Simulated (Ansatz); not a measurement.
## MnSe (F-43m), clamped-ion strain scan

Level of theory: Ansatz 0.2.0, DFT r2SCAN, scalar-relativistic, plane waves, PAW. Cutoff 500 eV, Γ-centred 10×10×10 k-points, Gaussian smearing of 0.05 eV. Collinear spins, started from moments 4.8, 0.0 μB in atom order; the magnetic state may not be the lowest. Energies are free energies at this smearing, counted from the undisturbed cell; pressure is positive in compression.

Reference structure (as given, not relaxed at this level; it stands at 3.3 GPa; this zinc-blende form isn't the usual structure):

```
Mn Se
1.0
     0.00000    2.91000    2.91000
     2.91000    0.00000    2.91000
     2.91000    2.91000    0.00000
Mn Se
1 1
Direct
  0.00000 0.00000 0.00000
  0.75000 0.75000 0.75000
```

The cell is strained by ε times the Voigt pattern (0, 0, 1, 0, 0, 0) (xx, yy, zz, yz, xz, xy; engineering shear) with fractional coordinates fixed.

Over the sampled range (-0.0600 to 0.0600), is the undisturbed cell the lowest point?

No: the energy is lower at ε = 0.0450, -10.7 in ΔE (meV/atom).

Which end lies higher in energy, -0.0600 or +0.0600?

-0.0600: 52.2 against -9.1.

Does the gap on the k-mesh survive along the scan?

It is 0.52 eV in the undisturbed cell and reads zero at ε = -0.0600. Where the gap reads zero the k-mesh, chosen for the insulator, is on the coarse side.

The scan:

| ε | ΔE (meV/atom) |
| --- | --- |
| -0.0600 | 52.2 |
| -0.0300 | 20.5 |
| 0.0000 | 0.0 |
| 0.0150 | -6.2 |
| 0.0450 | -10.7 |
| 0.0600 | -9.1 |